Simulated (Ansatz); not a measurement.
This guess for OsRuC4N4 is about to be relaxed.

```xyz
10
Lattice="5.8324 0.0000 0.0000 0.0000 5.8324 0.0000 0.0000 0.0000 5.8324" Properties=species:S:1:pos:R:3 pbc="T T T"
Ru    2.9162    2.9162    2.9162
Os    0.0000    0.0000    0.0000
C     1.0947    1.0947    1.0947
C     1.0947    4.7377    4.7377
C     4.7377    1.0947    4.7377
C     4.7377    4.7377    1.0947
N     1.7702    1.7702    1.7702
N     1.7702    4.0622    4.0622
N     4.0622    1.7702    4.0622
N     4.0622    4.0622    1.7702
```

Theory: DFT PBE, scalar-relativistic, plane waves, PAW (Ansatz 0.2.0). Cutoff 420 eV, Gaussian smearing, Γ-centred meshes. Cell and atoms relax first on a coarse mesh and then on a finer one. In between, the cell is made exact in the group found at 0.06 Å. In metals the finer mesh still leaves noise of several meV/atom or more. The steps can't lower the symmetry of their start, moments included. Collinear spin, starting moments -1 1 0 0 0 0 0 0 0 0 μB in the order of the atoms; they died out on the coarse mesh, so the last step has no spin.

A guess keeps its type if space group and coordination stay and the shape of the cell changes little (axis ratios within about 15 %, angles within 6°); the volume may change.

Question: Will the relaxed cell still be of the starting type?

Answer: It keeps its type. The symmetry stays P-43m (No. 215). The volume per atom shrinks by 3.1 %, from 19.8 to 19.2 Å³. The shortest distance goes from 1.17 Å (C–N) to 1.21 Å (C–N). Counting neighbours within 15 % of an atom's shortest distance, the start has C 1, N 1, Os 4, Ru 4 and the end C 1, N 1, Os 4, Ru 4.

Formation energies are uncorrected and refer to the elements' standard structures at the same level (N₂ as a molecule).

Question: At what energy does it end?

Answer: +0.69 eV/atom. A positive value: parting into the elements would lower its energy.

The last run used an 8×8×8 mesh for its 10-atom cell and Gaussian smearing of 0.10 eV. These runs have no spin–orbit coupling, which can matter for Os. The reference form of C is held partly by dispersion forces, which this level lacks. A structure relaxed within its symmetry needn't be a true minimum.
